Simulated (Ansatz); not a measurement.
TaAg:
Space group Pmma (No. 51); a = 4.736 Å, b = 2.767 Å, c = 5.281 Å, α = 90.00°, β = 90.00°, γ = 90.00°

```csv
atom,site,symmetry,x,y,z
Ag,2e,mm2,0.7500,0.0000,0.1457
Ta,2f,mm2,0.2500,0.5000,0.3510
```

Relaxed at zero pressure with the program Ansatz at the r²SCAN level (PAW).

Question: The volume is lowered by 6 % and shape and atoms relax at that volume. What pressure results, and how do the axes share the change?

Answer: 11.8 GPa; a -1.9 %, b -1.9 %, c -2.3 %; the energy rises by 36 meV/atom.

Question: Give the new structure.

Answer: 
Space group Pmma (No. 51); a = 4.6445 Å, b = 2.7145 Å, c = 5.1608 Å, α = 90.00°, β = 90.00°, γ = 90.00°

| atom | site | symmetry | x | y | z |
|---|---|---|---|---|---|
| Ag | 2e | mm2 | 0.7500 | 0.0000 | 0.1463 |
| Ta | 2f | mm2 | 0.2500 | 0.5000 | 0.3487 |

The phase is kept; no other phase was compared at this pressure.

The start of the workflow was typed in or built on a structure type; neither database checked (COD, Materials Project) lists it. Whether it is the stable phase at ambient conditions was not checked. Symmetry was held in the r²SCAN relaxation; its stability against distortions is not shown here. The run is not spin-polarised. Its formation energy is positive at this level, so the cell may be metastable or incomplete. Axis ratios of metals converge slowly with the k-mesh, so a and c are less sure than the volume. Spin–orbit coupling is left out wherever it is not named.

Potentials: the earlier of the program's two PAW sets.
